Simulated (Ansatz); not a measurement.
**Ionic part of the dielectric constant of PbF$_{2}$ at 12 GPa, mode by mode**

These are results of Ansatz 0.2.0, DFT LDA, scalar-relativistic, plane waves, PAW, not measurements. Settings: 420 eV plane-wave cutoff, Γ-centred 8×8×8 mesh, fixed occupations. No spin polarisation. Phonons by linear response, acoustic sum rule imposed.

Symmetry: Fm-3m, No. 225, cubic system. Conventional cell: a = 5.610 Å, b = 5.610 Å, c = 5.610 Å, α = 90.00°, β = 90.00°, γ = 90.00°. Pb (site symmetry m-3m) has 8 F at 2.43 Å as nearest neighbours. F (site symmetry -43m) has 4 Pb at 2.43 Å as nearest neighbours.

Spin–orbit coupling is left out, which matters for heavy elements. Other phases may be more stable at this pressure.

The primitive cell has V = 44.14 Å³ and ε∞,zz = 3.586. Each polar mode adds Δε = (4.92064×10⁷/V)·S/ν² along z, with S its oscillator strength in e²/amu, ν in cm⁻¹ and V in Å³.

Q: From these modes, find each Δε and ε0,zz.
| ν (cm⁻¹) | S_zz (e²/amu) |
| --- | --- |
| 186.2 | 0.3504 |

A:
| ν (cm⁻¹) | Δε |
| --- | --- |
| 186.2 | 11.27 |

The sum is 11.270, so ε0,zz = 14.86; the run's tensor has 14.86.

Q: Where do the longitudinal modes lie for a wave vector along z?

A: At 379 cm⁻¹. The Lyddane–Sachs–Teller product Π(ν_LO/ν_TO)² = 4.14 matches ε0/ε∞ = 4.14.

Cost: 1 run of about 1.2 core-minutes, on Arm Neoverse N1 (shared hosts).